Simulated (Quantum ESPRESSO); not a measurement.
```
CaHI
1.0
    3.96252     0.00000     0.00000
    0.00000     3.96252     0.00000
    0.00000     0.00000    20.20000
H Ca I
2 2 2
Direct
  0.00000   0.50000   0.00000
  0.50000   0.00000   0.00000
  0.00000   0.00000   0.05886
  0.50000   0.50000   0.94114
  0.50000   0.50000   0.13604
  0.00000   0.00000   0.86396
```

The layer was cut from Materials Project entry mp-24204 and relaxed with PBEsol in a cell 20.2 Å high, with the Coulomb interaction truncated along z.

### Question
What does norm-conserving PBEsol (Quantum ESPRESSO, 72 Ry, without SOC) give for the electronic structure near the Fermi level?

### Answer
The PBEsol gap is indirect, 3.79 eV, from X to Γ; the smallest direct gap is 3.94 eV. Another valence extremum on the path lies within 0.02 eV, too close to call. The valence-band maximum lies 6.47 eV below the vacuum level. Without spin-orbit coupling, band edges of such heavy elements can be off by tenths of an eV.

This is a model layer cut from the bulk structure; whether it is stable on its own was not checked.
